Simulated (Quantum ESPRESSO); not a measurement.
# Planted mistakes on one cell of TiZr2HfS8

These are calculations, not measurements. They come from pw.x of Quantum ESPRESSO 7.5, a plane-wave density functional program, with PseudoDojo standard norm-conserving files (v0.5 for PBE, v0.4.1 for LDA and PBEsol). The cells are made up: elements, strain and atom displacements were drawn at random, and nothing was relaxed. There is no spin polarisation, spin-orbit coupling or dispersion term.

The hafnium file is less sure than the others, with forces about 3 percent (worst 6) and pressure in oxides about 1.5 GPa (worst 2.7) from a second method in checks, which no rerun with the same files tests.

The cell has 12 sites of a 1T layered lattice (rectangular cell of two layers). Sites 1 to 4 hold Ti Zr Hf Zr; sites 5 to 12 hold S S S S S S S S. Cell vectors in Å: (3.693, 0.030, -0.011); (0.052, 6.373, 0.084); (-0.035, 0.158, 12.038). Settings: PBE, cutoff 1143 eV, 6 x 4 x 2 k mesh shifted by half a step, Fermi-Dirac smearing of 0.025 eV.

The intended run has a self-consistency threshold of 1e-07 eV, a smearing term of 0.000 eV, a pressure of -4.52 GPa and 21 iterations. Each further run changes one thing: all lengths scaled by 1.0094; atoms of sites 2 and 3 exchanged; cutoff 749 eV; files of PBEsol; k mesh 2 x 2 x 2; one electron added; smearing 0.57 eV; threshold 0.06 eV. A coarse mesh keeps the shift, and a charged cell sits in a uniform background.

```
run,change of free energy (eV),smearing term -TS (eV),change of P (GPa),largest change of a force component (eV/Å),iterations
A,0.264,0.000,-1.10,0.011,20
B,0.020,0.000,0.00,0.189,23
C,7.123,-0.016,6.69,0.340,21
D,0.817,0.000,-2.97,0.202,20
E,0.009,0.000,-0.54,0.046,9
F,-0.848,0.000,-0.51,0.211,20
G,-2.065,-5.707,1.49,0.691,20
H,0.276,0.000,-1.89,0.311,22
```

A rerun of the intended cell at 1467 eV and k mesh 8 x 6 x 4 moved values by no more than 0.008 eV in the cell's energy, 0.09 GPa in stress and 0.010 eV/Å in force.

Question: which change belongs to which run?

## Worked reading

Run E has the fewest iterations, as a run stopped early does. Run G has the largest smearing term, as wide smearing gives. Run H changes the volume by a factor of 1.0285; minus its pressure change over the logarithm of that factor, 67 GPa, is a rough bulk modulus with clamped atoms. Energies from files of another functional, or of a charged cell, have another zero and say nothing on stability; the pressure of a charged cell rests on the program's zero of potential too.

## Key

```
run                            change
  A                     cutoff 749 eV
  B  atoms of sites 2 and 3 exchanged
  C                one electron added
  D                   files of PBEsol
  E                 threshold 0.06 eV
  F                  k mesh 2 x 2 x 2
  G                  smearing 0.57 eV
  H      all lengths scaled by 1.0094
```